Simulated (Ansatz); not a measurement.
An Ansatz (a quantum-chemistry and plane-wave program) run. Input:

Ansatz 0.2 input:
```yaml
crystal:
  lattice:
    - [0.0, 3.5204797346, 3.5204797346]
    - [3.5204797346, 0.0, 3.5204797346]
    - [3.5204797346, 3.5204797346, 0.0]
  atoms:
    - { symbol: Sr, position: [0.0, 0.0, 0.0] }
    - { symbol: Cl, position: [0.25, 0.25, 0.25] }
    - { symbol: Cl, position: [0.75, 0.75, 0.75] }
kpoints:
  mp_grid: { grid: [6, 6, 6] }
hamiltonian:
  xc: pbe
  pseudopotentials: { kind: paw }
scf:
  occupations: { method: fixed }
phonons:
  method: dfpt
  response_accuracy: low
  qmesh: [3, 3, 3]
  interpolated_qmesh: [13, 13, 13]
  dielectric: true
  rigid_motions: translations
  temperatures: { t_max: 1000, t_step: 50 }
  qpath:
    path:
      - [[0.0, 0.0, 0.0], [0.5, 0.0, 0.5], [0.625, 0.25, 0.625]]  # Γ-X-U
      - [[0.375, 0.375, 0.75], [0.0, 0.0, 0.0], [0.5, 0.5, 0.5], [0.5, 0.25, 0.75], [0.5, 0.0, 0.5]]  # K-Γ-L-W-X
    npoints: 13
```

Output (shortened):

```
WARN phonons: the dynamical matrix that this run interpolates holds no multipole term above the dipole-dipole one, and a site of this crystal is no centre of …
Pseudopotential: Sr, paw, valence charge 10
Pseudopotential: Cl, paw, valence charge 7
Functional definition: PBE
Crystal: 3 atoms, lattice volume = 87.264 Å³
Basis set: ecut = 420 eV, 1687 PW (Γ), exchange–correlation on 72×72×72 points (8 copies of the dense FFT grid, shifted against one another)
Bands: 16, of which v1, the nominal top of the filled ones, is band 12 counted from 1 (11 counted from 0)
Symmetry: 48 space group operations
k-points: 46 of 216 (irreducible under 4 space group operations, time reversal used)
SCF iter   1: F=—  HF=-5710.730739 eV  |F-HF|=—  |Δ(HF+E_count)|=         —  Δρ=3.72e-4  dr2=9.57e-5  ethr=1.77e-3  ⟨swp⟩=6.7  Hψ=4450  notcnv=0  defer=71
preconditioner: auto → none
SCF iter   2: F=—  HF=-5710.731942 eV  |F-HF|=—  |Δ(HF+E_count)|=   1.20e-3  Δρ=2.10e-4  dr2=2.68e-5  ethr=3.99e-7  ⟨swp⟩=3.1  Hψ=2279  notcnv=0  defer=89
SCF iter   3: F=—  HF=-5710.731957 eV  |F-HF|=—  |Δ(HF+E_count)|=   1.50e-5  Δρ=1.15e-4  dr2=4.35e-6  ethr=1.12e-7  ⟨swp⟩=2.0  Hψ=1047  notcnv=0  defer=77
SCF iter   4: F=—  HF=-5710.731997 eV  |F-HF|=—  |Δ(HF+E_count)|=   3.98e-5  Δρ=3.33e-5  dr2=1.10e-6  ethr=1.81e-8  ⟨swp⟩=2.0  Hψ=1293  notcnv=0  defer=66
SCF iter   5: F=—  HF=-5710.731994 eV  |F-HF|=—  |Δ(HF+E_count)|=   3.29e-6  Δρ=1.61e-5  dr2=2.45e-7  ethr=4.60e-9  ⟨swp⟩=2.5  Hψ=1121  notcnv=0  defer=13
SCF iter   6: F=—  HF=-5710.731993 eV  |F-HF|=—  |Δ(HF+E_count)|=   3.25e-8  Δρ=6.76e-6  dr2=4.06e-8  ethr=1.02e-9  ⟨swp⟩=2.3  Hψ=1014  notcnv=0  defer=13
SCF iter   7: F=—  HF=-5710.731993 eV  |F-HF|=—  |Δ(HF+E_count)|=   4.85e-9  Δρ=7.05e-7  dr2=4.57e-10  ethr=1.69e-10  ⟨swp⟩=2.0  Hψ=1078  notcnv=0  defer=13
SCF iter   8: F=-5710.731993 eV  HF=-5710.731993 eV  |F-HF|=1.82e-11  |Δ(HF+E_count)|=  1.07e-10  Δρ=2.32e-7  dr2=4.22e-11  ethr=1.00e-12  ⟨swp⟩=10.9  Hψ=5618  notcnv=0
SCF 1 converged in 8 iterations: F = -5710.731993 eV  dr2 = 4.22e-11
NSCF: frozen V_eff on 2 k-points
DFPT response loops at Γ: preconditioner auto → none (the input reference at scf.mixing.eps_inf says where Resta's filter doesn't serve); β = 0.50 …
NSCF: frozen V_eff on 16 k-points
NSCF: frozen V_eff on 252 k-points
DFPT response loops at q = (0, 0, 0.3333333333333333) (fractional): mixed as the last ones told, above
NSCF: frozen V_eff on 150 k-points
DFPT response loops at q = (0, 0.3333333333333333, 0.3333333333333333) (fractional): mixed as the last ones told, above
NSCF: frozen V_eff on 252 k-points
DFPT response loops at q = (0, 0.3333333333333333, -0.33333333333333337) (fractional): mixed as the last ones told, above
SCF converged after 8 iterations
Free energy (F): -5710.731993 eV
Harris-Foulkes:  -5710.731993 eV  (|F-HF|=1.82e-11)
Internal energy: -5710.731993 eV  (E = F + TS)
E sigma→0 (E₀):  -5710.731993 eV
Fermi energy:    2.841906 eV
--- Per-component energies (eV) ---
  E_band       = -152.984634
  E_kinetic    = 567.701482
  E_local      = -1198.651923  (includes V_loc(G=0)·N_el)
  E_nonlocal   = 258.720299
  E_hartree    = 330.660208
  E_xc         = -388.731297
  E_vxc        = -407.549349  (∫ρ·V_xc dr)
  E_paw        = -4013.334006  (= ΣΔE_a)
  E_vpaw       = -34.525887  (= ΣTr[D̂ρ^β])
  E_aug_tail   = 0.000179  (compensation charges beyond the density's cutoff)
  E_ewald      = -1267.096935
  E_smearing   =  0.000000  (= −TS)
  E_closure    =  0.000000  (closes the sum)
  Σ components = -5710.731993   (vs F -5710.731993, Δ=0.00e0)
  [band-id]    e_kinetic+e_local+e_nonlocal+2·e_hartree+e_vxc+e_vpaw+e_augmentation_tail = -152.984783   (vs E_band -152.984634, Δ=-1.49e-4)
--- Band table (eV; the first three rows and the last of 46) ---
  k-point 0: bands = ["-30.0737", "-12.0573", "-12.0573", "-12.0573", "-10.3741", "-9.5806", "0.8172", "0.8172", "0.8172", "2.5182", "2.5182", "2.5182", "8.0784", "8.9515", "8.9515", "11.7690"]
  k-point 1: bands = ["-30.0730", "-12.1307", "-12.0603", "-12.0603", "-10.2416", "-9.6333", "0.9138", "0.9138", "0.9894", "2.2199", "2.3772", "2.3772", "8.6592", "9.1455", "9.1455", "10.7875"]
  k-point 2: bands = ["-30.0716", "-12.2511", "-12.0664", "-12.0664", "-10.0396", "-9.6946", "1.1592", "1.1592", "1.3166", "1.7225", "2.0613", "2.0613", "9.4504", "9.4504", "9.6033", "10.7190"]
  k-point 45: bands = ["-30.0703", "-12.2480", "-12.1904", "-12.0804", "-9.8257", "-9.7455", "0.6260", "0.7857", "1.5944", "1.7093", "2.4555", "2.5408", "9.0794", "9.7804", "10.0971", "10.2526"]
--- Phonons (Γ-DFPT): 2 representative perturbations + reference, on 46 of 216 k-points (Σ response iterations 6) ---
  ASR residual: 4.970e-4 → 0.000e0 eV/Å²; symmetrization residual: 2.451e-5 eV/Å²
  ASR residual per site (eV/Å²): 4.97e-4 2.63e-4 2.63e-4
  Γ frequencies (cm⁻¹): 0.00 0.00 0.00 125.77 125.77 125.77 170.94 170.94 170.94
  ε∞ (high-frequency dielectric tensor):
        2.877802     0.000000     0.000000
        0.000000     2.877802     0.000000
        0.000000     0.000000     2.877802
  ε⁰ (static dielectric tensor: ions relaxed, cell fixed):
        8.549011     0.000000     0.000000
        0.000000     8.549011     0.000000
        0.000000     0.000000     8.549011
  ε⁰ − ε∞ (ionic part):
        5.671209     0.000000     0.000000
        0.000000     5.671209     0.000000
        0.000000     0.000000     5.671209
  softest optical mode at Γ: 125.77 cm⁻¹; the repairs (sum rule, projections) moved no ω² at Γ by more than (1.93 cm⁻¹)²
  Born effective charges Z* (e; rows j = field, columns β = displacement):
    site 0:
         2.49691    0.00000    0.00000
         0.00000    2.49691    0.00000
         0.00000    0.00000    2.49691
    site 1:
        -1.24845    0.00000    0.00000
         0.00000   -1.24845    0.00000
         0.00000    0.00000   -1.24845
    site 2:
        -1.24845    0.00000    0.00000
         0.00000   -1.24845    0.00000
         0.00000    0.00000   -1.24845
  Z* charge neutrality: 2.661e-5 e pre-enforcement
  k-mesh period / interband length: 29.9 Å / 1.27 Å = 23.56 at k = (0.0000, 0.0000, 0.0000), direct gap 5.560 eV — 14 or more, which is no proof of convergence
  optical modes at Γ without the LO–TO term, one row a degenerate level:
      ω (cm⁻¹)  modes    IR ((D/Å)²/amu)
        125.77      3            11.0109
        170.94      3             0.0000
  optical modes at Γ + LO–TO along q̂ = [1.0000, 0.0000, 0.0000]:
      ω (cm⁻¹)  modes    IR ((D/Å)²/amu)
        125.77      2             7.3406
        170.94      3             0.0000
        216.77      1             3.6703
  optical modes at Γ + LO–TO along q̂ = [0.0000, 1.0000, 0.0000]:
      ω (cm⁻¹)  modes    IR ((D/Å)²/amu)
        125.77      2             7.3406
        170.94      3             0.0000
        216.77      1             3.6703
  optical modes at Γ + LO–TO along q̂ = [0.0000, 0.0000, 1.0000]:
      ω (cm⁻¹)  modes    IR ((D/Å)²/amu)
        125.77      2             7.3406
        170.94      3             0.0000
        216.77      1             3.6703
  non-analytic LO–TO correction: the dipole-dipole term of the run's Born effective charges and high-frequency dielectric tensor (where they are solved with …
--- Phonons (arbitrary-q DFPT): 4 irreducible q on the 3×3×3 mesh ---
  q = [0.0000, 0.0000, 0.0000] (star 1, of the zone-centre solve; hermiticity 1.73e-5, symmetrization 1.28e-6):  0.00  0.00 0.00 125.77 125.77 125.77 170.94 170.94 170.94
  q = [0.0000, 0.0000, 0.3333] (star 8, 2 solved perturbations on 126 of 216 k-point pairs; hermiticity 9.77e-6, symmetrization 3.33e-11): 56.10 56.10 96.34 134.03 134.03 158.86 158.86 160.49 188.52
  q = [0.0000, 0.3333, 0.3333] (star 6, 4 solved perturbations in 246 linear systems a pass and spin channel, the states on 75 of 216 k-point pairs; hermiticity 1.18e-5, symmetrization 2.02e-10): 54.23 54.23 106.10 106.10 106.68 123.76 176.14 176.14 206.49
  q = [0.0000, 0.3333, -0.3333] (star 12, 4 solved perturbations in 402 linear systems a pass and spin channel, the states on 126 of 216 k-point pairs; hermiticity 9.04e-6, symmetrization 3.49e-14): 71.62 72.10 104.73 117.41 118.13 118.45 165.34 173.35 193.29
  sum rule: each row above includes the acoustic sum rule's correction from the zone centre's row sums; it moved no ω² by more than (1.42 cm⁻¹)²
  mesh force constants: q→R imaginary residual 1.54e-16; ASR residual 4.970e-4 → 0.000e0 eV/Å²; symmetrization residual 1.776e-15 eV/Å²
  interpolated dispersion: 81 rows × 9 modes
  density of states and harmonic sums: on the 13×13×13 q-mesh, interpolated from the force constants of a 3×3×3 supercell (with the dipole–dipole term)
  largest difference from the sums on the solved wave vectors: F 2.99e-2 eV, S 3.94e-5 and C_V 9.44e-6 eV/K
  zero-point energy: 0.069946 eV/cell   skipped modes (ω ≤ 0): 3   left out of the sums: 1.52e-4 of the cell's modes …
```

Cost: around 2.5 core-minutes (rough) on shared cores.

Space group Fm-3m (fluorite). The cell was relaxed with PBE under the symmetry of its start. Spin–orbit coupling is left out wherever it is not named.

Potentials: the later of the program's two PAW sets.

Ansatz is a plane-wave DFT program.
